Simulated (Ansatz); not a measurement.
Values for one crystal, relaxed and computed with the program Ansatz at the PBEsol level (PAW); other levels are named.

```yaml
volume_per_atom: 14.06 Å³
electronic_character: metallic (no gap)
Gap with spin–orbit coupling: none (metallic)
Formation energy from the elements (no fitted shifts): 0.001 eV/atom
zone_centre_stability: no imaginary mode at Γ
Density of states at the Fermi level: 0.90 states/eV per atom (mean over ±0.08 eV)
highest_zone_centre_frequency: 9.51 THz
```

Q: Pick the material that matches.
A) BeS, CsCl type
B) BW, rock salt
C) SiGe, P-6m2 (Ge on 1a, Si on 1f)
D) WS, P-6m2 (W on 1a, S on 1d)

A: D, WS, P-6m2 (W on 1a, S on 1d)

The start of the workflow was typed in or built on a structure type; neither database checked (COD, Materials Project) lists it. Whether it is the stable phase at ambient conditions was not checked. The PBEsol relaxation kept the symmetry of its start. The workflow began spin-polarised and lost its moments. As this level gives no gap, phonon frequencies hold no LO–TO term and depend on the k-mesh and smearing (Fermi–Dirac, 0.1 eV here). The references are the lowest solids computed at this level, not always the standard phases. Scalar-relativistic: spin–orbit coupling is off unless named, which matters more the heavier the elements.

Potentials: the earlier of the program's two PAW sets. The files were generated under PBE; for other functionals the program regenerates the frozen cores, and for LDA and PBEsol the local potential too.
